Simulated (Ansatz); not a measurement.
Pt (fcc (Cu type)), relaxed with LDA (Ansatz, a quantum-chemistry and plane-wave program, plane waves, PAW): a = b = c = 3.894 Å, α = β = γ = 90.00°.

```
Item                  Result
--------------------  ------
B₀ by P(V) fit (GPa)     307
K_Hill (GPa)             308
G_Hill (GPa)            75.7
Θ_D (K)                  255
```

Task: The same phase is relaxed and computed with r²SCAN in the same code. What are the cell and these values now?

Result: a = b = c = 3.9399 Å, α = β = γ = 90.00°.

B₀ by P(V) fit (GPa): 271
K_Hill (GPa): 272
G_Hill (GPa): 60.6
Θ_D (K): 230

All cells were relaxed under the symmetry of their starts (and spin orders); stability against distortions was not tested throughout. Named crystals with no word on spin ran without spin polarisation. Spin–orbit coupling is left out wherever it is not named.

Potentials: the earlier of the program's two PAW sets. The files were generated under PBE; for other functionals the program regenerates the frozen cores, and for LDA and PBEsol the local potential too.

Ansatz is a plane-wave DFT program.
